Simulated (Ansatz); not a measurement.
Os (hcp, Mg type)

```
Os
1.0
    2.75485     0.00000     0.00000
   -1.37743     2.38577     0.00000
    0.00000     0.00000     4.34430
Os
2
Direct
  0.33333   0.66667   0.75000
  0.66667   0.33333   0.25000
```

The slice is a (1 -1 0 0) plane (indices of the conventional cell) through the point (0.667, 0.333, 0.250) (fractional), spanned by u = [110] and v = [001] in vectors of this cell: u (2.75 Å) and v (4.34 Å, at 90° to u). It covers one period; positions are fractions (u, v).

Method: PBE (plane waves to 420 eV, PAW, scalar-relativistic; Ansatz, a quantum-chemistry and plane-wave program). k mesh 19×19×11. These are valence fields of a PAW run, semicore shells included where kept as valence: close to a nucleus they are smooth pseudo fields. Os is run without spin polarisation. Os was relaxed with its symmetry unable to fall. Spin-orbit coupling is left out, though Os is heavy.

Question: What is the ELF at the midpoint of the shortest Os–Os line in this plane (2.75 Å)?

Answer: 0.4.

Question: What is the valence density on the shortest Os–Os line in this plane (2.75 Å), at its midpoint?

Answer: 0.43 e/Å³.

Question: Sketch the valence electron density on this plane as a map.

Answer: 
```
|@@@@@@%%**--..    ..--**%%@@@@|
|@@@@%%##++::..    ..::++##%%@@|
|%%%%##++--..        ..--++##%%|
|****++--::..        ..::--++**|
|----::::..            ..::::--|
|........                ......|
|                              |
|          ............        |
|        ....::::::::....      |
|      ....::--====--::....    |
|      ..::--==++++==--::..    |
|      ..::--==++++==--::..    |
|      ..::--==++++==--::..    |
|      ....::--====--::....    |
|        ....::::::::....      |
|          ............        |
|                              |
|........                ......|
|----::::..            ..::::--|
|****++--::..        ..::--++**|
|%%%%##++--..        ..--++##%%|
|@@@@%%##++::..    ..::++##%%@@|
|@@@@@@%%**--..    ..--**%%@@@@|
|@@@@@@%%**--..    ..--**%%@@@@|
```
Scale: ten equal steps from -0.49 (start of ' ') to 0.90 (end of '@'), in the order ' .:-=+*#%@'. Values: log₁₀ of the valence density in e/Å³. The map has 15 points along u (two characters each, u = 0 at the left) and 24 along v (v = 0 in the bottom row). The scale is logarithmic, as a density can span decades between atoms and voids.
